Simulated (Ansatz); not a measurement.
Ag (fcc, Cu type)

```
CELL_PARAMETERS angstrom
      0.00000     2.07429     2.07429
      2.07429     0.00000     2.07429
      2.07429     2.07429     0.00000
ATOMIC_POSITIONS crystal
  Ag 0.00000 0.00000 0.00000
```

The slice is a {110} plane (indices of the conventional cell) through the point (0.000, 0.000, 0.000) (fractional), spanned by u = [100] and v = [1 -1 -1] in vectors of this cell: u (2.93 Å) and v (4.15 Å, at 90° to u). It covers one period; positions are fractions (u, v).

Calculation: PBE (plane waves to 420 eV, PAW, scalar-relativistic; Ansatz, a first-principles code). k mesh 19×19×19. These are valence fields of a PAW run, semicore shells included where kept as valence: close to a nucleus they are smooth pseudo fields. Ag was relaxed with its symmetry unable to fall.

Q: What is the valence density on the shortest Ag–Ag line in this plane (2.93 Å), at its midpoint?

A: 0.20 e/Å³.

Q: Sketch the electron localisation function (ELF) on this plane as a map.

A: 
```
v \ u  0.00  0.12  0.24  0.35  0.47  0.59  0.71  0.82  0.94
-----  ----  ----  ----  ----  ----  ----  ----  ----  ----
0.88   0.61  0.54  0.36  0.19  0.17  0.17  0.25  0.47  0.59
0.75   0.24  0.21  0.17  0.18  0.20  0.19  0.17  0.19  0.23
0.62   0.16  0.16  0.17  0.17  0.17  0.17  0.17  0.17  0.16
0.50   0.16  0.16  0.16  0.16  0.16  0.16  0.16  0.16  0.16
0.38   0.16  0.16  0.17  0.17  0.17  0.17  0.17  0.17  0.16
0.25   0.24  0.21  0.17  0.18  0.20  0.19  0.17  0.19  0.23
0.12   0.61  0.54  0.36  0.19  0.17  0.17  0.25  0.47  0.59
0.00      x     x  0.50  0.24  0.16  0.17  0.37  0.61     x
```

Values: electron localisation function (ELF). Points within 0.5 Å of a nucleus are blanked (x), as the pseudised field means little there.
